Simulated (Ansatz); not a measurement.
The guess for CaYC4N4 was made by a generator: two interpenetrating cyanide-bridged diamond nets (P-43m, No. 215). Lengths were set from tabulated atomic sizes, so they are only a guess.

```cif
data_structure
_symmetry_space_group_name_H-M 'P 1'
_symmetry_Int_Tables_number 1
_cell_length_a 6.3347
_cell_length_b 6.3347
_cell_length_c 6.3347
_cell_angle_alpha 90.000
_cell_angle_beta 90.000
_cell_angle_gamma 90.000
_cell_volume 254.20
loop_
_atom_site_label
_atom_site_type_symbol
_atom_site_fract_x
_atom_site_fract_y
_atom_site_fract_z
_atom_site_occupancy
Ca1 Ca 0.00000 0.00000 0.00000 1
Y1 Y 0.50000 0.50000 0.50000 1
C1 C 0.19194 0.19194 0.19194 1
C2 C 0.19194 0.80806 0.80806 1
C3 C 0.80806 0.19194 0.80806 1
C4 C 0.80806 0.80806 0.19194 1
N1 N 0.29858 0.29858 0.29858 1
N2 N 0.29858 0.70142 0.70142 1
N3 N 0.70142 0.29858 0.70142 1
N4 N 0.70142 0.70142 0.29858 1
```

All numbers below come from Ansatz 0.2.0, DFT PBE, scalar-relativistic, plane waves, PAW. Cutoff 420 eV, Gaussian smearing, Γ-centred meshes. Cell and atoms relax first on a coarse mesh and then on a finer one. In between, the cell is made exact in the group found at 0.06 Å. In metals the finer mesh still leaves noise of several meV/atom or more. The steps can't lower the symmetry of their start. No spin polarisation.

A guess keeps its type if space group and coordination stay and the shape of the cell changes little (axis ratios within about 15 %, angles within 6°); the volume may change.

Question: Will the relaxed cell still be of the starting type?

Answer: It keeps its type. The symmetry stays P-43m (No. 215). The volume per atom grows by 26.9 %, from 25.4 to 32.3 Å³. The shortest distance goes from 1.17 Å (C–N) to 1.18 Å (C–N). Counting neighbours within 15 % of an atom's shortest distance, the start has C 1, Ca 4, N 1, Y 4 and the end C 1, Ca 4, N 1, Y 4.

Formation energies are uncorrected and refer to the elements' standard structures at the same level (N₂ as a molecule).

Question: At what energy does it end?

Answer: −0.08 eV/atom. Whether it is stable depends on the other phases of the system, which aren't compared here.

The last run used a 6×6×6 mesh for its 10-atom cell and Gaussian smearing of 0.10 eV. The cell is a metal run without spin; a magnetic state may lie lower. The reference form of C is held partly by dispersion forces, which this level lacks. Symmetry constrained the relaxation, so the result can be a saddle point.
